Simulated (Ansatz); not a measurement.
The relaxed structure here is a generated cell of ScF3: the first start was made by placing the elements on the sites of a structure type, and the end was not matched to a known phase here, so it may be hypothetical.

A relaxed cell of ScF3 (Pm-3n (No. 223)), relaxed on a k-mesh at least as fine as the one used below. Level of theory: PBE (plane waves to 420 eV, PAW, scalar-relativistic; Ansatz, an electronic-structure program). Γ-centred k-mesh 6×6×6 on the run's cell (coarser than for final values), Fermi–Dirac smearing 0.05 eV.

```yaml
crystal:
  lattice:
    - [4.25479, 0.00000, 0.00000]
    - [0.00000, 4.25479, 0.00000]
    - [0.00000, 0.00000, 4.25479]
  atoms:
    - { symbol: F, position: [0.25000, 0.00000, 0.50000] }
    - { symbol: F, position: [0.75000, 0.00000, 0.50000] }
    - { symbol: F, position: [0.00000, 0.50000, 0.25000] }
    - { symbol: F, position: [0.00000, 0.50000, 0.75000] }
    - { symbol: F, position: [0.50000, 0.25000, 0.00000] }
    - { symbol: F, position: [0.50000, 0.75000, 0.00000] }
    - { symbol: Sc, position: [0.00000, 0.00000, 0.00000] }
    - { symbol: Sc, position: [0.50000, 0.50000, 0.50000] }
```

The atoms are displaced by (Å):

| atom | ux | uy | uz |
|---|---|---|---|
| F1 | 0.032 | -0.019 | -0.003 |
| F2 | -0.167 | -0.034 | -0.056 |
| F3 | -0.034 | -0.094 | -0.044 |
| F4 | 0.163 | 0.011 | -0.051 |
| F5 | 0.089 | 0.057 | 0.041 |
| F6 | -0.092 | -0.071 | 0.029 |
| Sc7 | 0.022 | -0.074 | -0.093 |
| Sc8 | 0.058 | 0.031 | 0.047 |

What forces (eV/Å) and pressure result?


| atom | Fx | Fy | Fz |
|---|---|---|---|
| F1 | -3.48 | -0.07 | 0.47 |
| F2 | 3.88 | -0.40 | 0.63 |
| F3 | -0.32 | 0.24 | 0.08 |
| F4 | -0.56 | 0.15 | 0.06 |
| F5 | 0.27 | -2.17 | -0.69 |
| F6 | 0.17 | 2.17 | -0.35 |
| Sc7 | 0.29 | 0.22 | 0.26 |
| Sc8 | -0.26 | -0.15 | -0.46 |

Pressure +3.0 GPa.

Estimate the energy cost of the displacement in the harmonic approximation and compare with the calculation.

For a harmonic well ΔE = −½ Σ F·u = 0.636 eV a cell, or 80 meV/atom. The calculated energy relative to the undisplaced cell is +77 meV/atom, so the harmonic estimate holds well.

The undisplaced cell is probably no minimum: from this displacement the run went on to P-1 (No. 2), 565 meV/atom below it.

No spin polarisation in the result.
